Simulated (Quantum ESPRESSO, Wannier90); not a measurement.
## Wannierisation of TaSe2 (R-3m)

Materials Project entry mp-567724; symmetrised, unrelaxed at this level. COD (Crystallography Open Database) has the formula in 5 space groups, this one among them (matched by group alone). Computed values, not measurements, from PBEsol: Quantum ESPRESSO (norm-conserving PseudoDojo potentials, cutoff 69 Ry, no spin polarisation, no spin-orbit coupling) on a Γ-centred 8×8×8 mesh, then Wannier90. Density: 10×10×10 mesh, cold smearing 0.01 Ry. The cell is built of weakly bound layers, chains or molecules, whose nearest atoms lie 3.95 Å apart. Database cells relaxed without dispersion often hold them too far apart, which can enlarge gaps and weakens couplings between them; spacing and stacking were not compared with the measured crystal. Spin-orbit coupling is left out although heavy elements are present.

On the energy scale of pw.x, whose zero is arbitrary, the Fermi level lies at 10.78 eV.

Input w.win:

```
num_bands = 1
num_wann = 1
exclude_bands = 2-37
num_iter = 1000
conv_tol = 1.0e-6
conv_window = 4
write_hr = true
write_u_matrices = true
auto_projections = true
begin unit_cell_cart
ang
   -1.7544000137    3.0387099605    0.0000000000
   -3.5088000274    0.0000000000    0.0000000000
   -1.7544000137    1.0129033202    6.6456570000
end unit_cell_cart
begin atoms_frac
Ta   0.0000000000  0.0000000000  0.0000000000
Se  -0.2516300000 -0.2516300000 -0.2451100000
Se   0.2516300000  0.2516300000  0.2451100000
end atoms_frac
mp_grid = 8 8 8
begin kpoints
0.0000000000 0.0000000000 0.0000000000
0.0000000000 0.0000000000 0.1250000000
0.0000000000 0.0000000000 0.2500000000
... (509 more lines: the 8x8x8 mesh through Gamma)
end kpoints
```

Input of pw2wannier90.x that gives the overlap and projection files (equivalent; here they were cut from one run over all bands):

```
&inputpp
  outdir = './out'
  prefix = 'pwscf'
  seedname = 'w'
  write_amn = .true.
  write_mmn = .true.
  atom_proj = .true.
  atom_proj_exclude = 2 3 4 5 6 7 8 9 10 11 12 13 14 15 16 17 18 19 20 21 22 23 24 25 26 27 28
/
```

Output w.wout (banner and timings cut):

```
                                    ------
                                    SYSTEM
                                    ------

                              Lattice Vectors (Ang)
                    a_1    -1.754400   3.038710   0.000000
                    a_2    -3.508800   0.000000   0.000000
                    a_3    -1.754400   1.012903   6.645657

                   Unit Cell Volume:      70.85749  (Ang^3)

                        Reciprocal-Space Vectors (Ang^-1)
                    b_1     0.000000   2.067715  -0.315152
                    b_2    -1.790693  -1.033857  -0.315152
                    b_3     0.000000   0.000000   0.945457

 *----------------------------------------------------------------------------*
 |   Site       Fractional Coordinate          Cartesian Coordinate (Ang)     |
 +----------------------------------------------------------------------------+
 | ta   1   0.00000   0.00000   0.00000   |   -0.00000   0.00000   0.00000    |
 | se   1  -0.25163  -0.25163  -0.24511   |    1.75440  -1.01290  -1.62892    |
 | se   2   0.25163   0.25163   0.24511   |   -1.75440   1.01290   1.62892    |
 *----------------------------------------------------------------------------*
                                ------------
                                K-POINT GRID
                                ------------

             Grid size =  8 x  8 x  8      Total points =  512

 *---------------------------------- MAIN ------------------------------------*
 |  Number of Wannier Functions               :                 1             |
 |  Number of Objective Wannier Functions     :                 1             |
 |  Number of input Bloch states              :                 1             |
 |  Output verbosity (1=low, 5=high)          :                 1             |
 |  Timing Level (1=low, 5=high)              :                 1             |
 |  Optimisation (0=memory, 3=speed)          :                 3             |
 |  Length Unit                               :               Ang             |
 |  Post-processing setup (write *.nnkp)      :                 F             |
 |  Using Gamma-only branch of algorithms     :                 F             |
 *----------------------------------------------------------------------------*
 *------------------------------- WANNIERISE ---------------------------------*
 |  Total number of iterations                :              1000             |
 |  Number of CG steps before reset           :                 5             |
 |  Trial step length for line search         :             2.000             |
 |  Convergence tolerence                     :         0.100E-05             |
 |  Convergence window                        :                 4             |
 |  Iterations between writing output         :                 1             |
 |  Iterations between backing up to disk     :               100             |
 |  Write r^2_nm to file                      :                 F             |
 |  Write xyz WF centres to file              :                 F             |
 |  Write on-site energies <0n|H|0n> to file  :                 F             |
 |  Use guiding centre to control phases      :                 F             |
 |  Use phases for initial projections        :                 F             |
 *----------------------------------------------------------------------------*
 *-------------------------------- PLOTTING ----------------------------------*
 |  Plotting Hamiltonian in WF basis          :                 T             |
 *----------------------------------------------------------------------------*

       ... (k-mesh section left out)

 Starting a new Wannier90 calculation ...

 Reading overlaps from w.mmn

 Reading projections from w.amn

 *------------------------------- WANNIERISE ---------------------------------*
 +--------------------------------------------------------------------+<-- CONV
 | Iter  Delta Spread     RMS Gradient      Spread (Ang^2)            |<-- CONV
 +--------------------------------------------------------------------+<-- CONV

 ------------------------------------------------------------------------------
 Initial State
  WF centre and spread    1  ( -0.000000, -0.000000, -0.000000 )     0.36872378
  Sum of centres and spreads ( -0.000000, -0.000000, -0.000000 )     0.36872378

      0     0.369E+00     0.0000000000        0.3687237812  <-- CONV
        O_D=      0.0000000 O_OD=      0.0000000 O_TOT=      0.3687238 <-- SPRD
 ------------------------------------------------------------------------------
      1     0.000E+00     0.0000000000        0.3687237812  <-- CONV
        O_D=      0.0000000 O_OD=      0.0000000 O_TOT=      0.3687238 <-- SPRD
      2     0.000E+00     0.0000000000        0.3687237812  <-- CONV
        O_D=      0.0000000 O_OD=      0.0000000 O_TOT=      0.3687238 <-- SPRD
      3     0.000E+00     0.0000000000        0.3687237812  <-- CONV
        O_D=      0.0000000 O_OD=      0.0000000 O_TOT=      0.3687238 <-- SPRD
      4     0.000E+00     0.0000000000        0.3687237812  <-- CONV
        O_D=      0.0000000 O_OD=      0.0000000 O_TOT=      0.3687238 <-- SPRD
             <<<     Delta < 1.000E-06  over  4 iterations     >>>
             <<< Wannierisation convergence criteria satisfied >>>
 Final State
  WF centre and spread    1  ( -0.000000, -0.000000, -0.000000 )     0.36872378
  Sum of centres and spreads ( -0.000000, -0.000000, -0.000000 )     0.36872378

         Spreads (Ang^2)       Omega I      =     0.368723781
        ================       Omega D      =     0.000000000
                               Omega OD     =     0.000000000
    Final Spread (Ang^2)       Omega Total  =     0.368723781
```
